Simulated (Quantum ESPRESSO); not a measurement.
One change at a time to LiMo3Pt2W2

All numbers below are calculated, not measured. They come from Quantum ESPRESSO 7.5, a public plane-wave density functional program. Each row is one single-point run on a made-up periodic cell of eight metal atoms, with elements, volume, strain and displacements drawn at random and not relaxed, so a cell may be unstable or far from any real phase. There is no spin polarisation or spin-orbit coupling.

Settings: PBE unless stated; PseudoDojo standard norm-conserving files; Fermi-Dirac width 0.25 eV, which means electrons at about 2900 K; cutoff 1143 eV; 8 x 4 x 3 k mesh shifted half a step off Gamma. E is the free energy of the whole cell (internal energy minus TS), so a -TS column is already part of it. Stress is positive in tension, and the pressure P is minus a third of its trace.

Checks: one run of this series was repeated at a higher cutoff and on a denser mesh, which moved values by no more than 0.003 eV, 0.09 GPa and 0.014 eV/Å, and a second program with other atomic files agreed on it to 2 % rms in force and 0.5 GPa in pressure. Known limits: heavy elements are run without spin-orbit coupling, which real alloys of them have; a spin test at this wide smearing found no moment, but such smearing suppresses magnetism that the real alloy may have.

The lattice is face-centred cubic, and the cell vectors in Å are (0.007, 2.114, 2.106); (0.029, 4.077, -4.061); (-8.217, -2.083, 2.045), a volume of 140.84 Å³ in run 1. The elements on sites 1 to 8 are W Mo Li Pt Pt Mo W Mo. Each later run makes one change to run 1 and keeps the rest. E is counted from run 1, and is n/a where other atomic files have another zero of energy.

| run | change | V (Å³) | P (GPa) | -TS (eV) | rms force (eV/Å) | largest change of a force component (eV/Å) | E (eV) |
|---|---|---|---|---|---|---|---|
| 1 | none | 140.84 | -19.77 | -1.802 | 0.462 | 0.000 | 0.000 |
| 2 | sites 3 and 8 exchanged | 140.84 | -20.17 | -1.715 | 0.478 | 0.583 | -0.136 |
| 3 | all lengths scaled by +0.94 % | 144.84 | -22.99 | -1.869 | 0.447 | 0.146 | ? |
| 4 | LDA in place of PBE | 140.84 | -29.46 | -1.816 | 0.481 | 0.302 | n/a |
| 5 | Ta on site 2 | 140.84 | -16.18 | -1.754 | 0.423 | 0.463 | n/a |
| 6 | site 8 moved by -0.18 Å along x | 140.84 | -19.16 | -1.774 | 0.476 | 0.881 | -0.011 |

## Worked estimate

Along a uniform scaling dE = -P dV. The mean of the two pressures is -21.380 GPa and the volume changes by 4.00 Å³, with 160.2 GPa to one eV/Å³. The same two rows give -V dP/dV = 115 GPa for this cell with clamped atoms, which is not the bulk modulus of a real alloy.

## Withheld value

Question: what E should run 3 give?

The estimate is 0.534 eV. The calculation gave 0.536 eV.
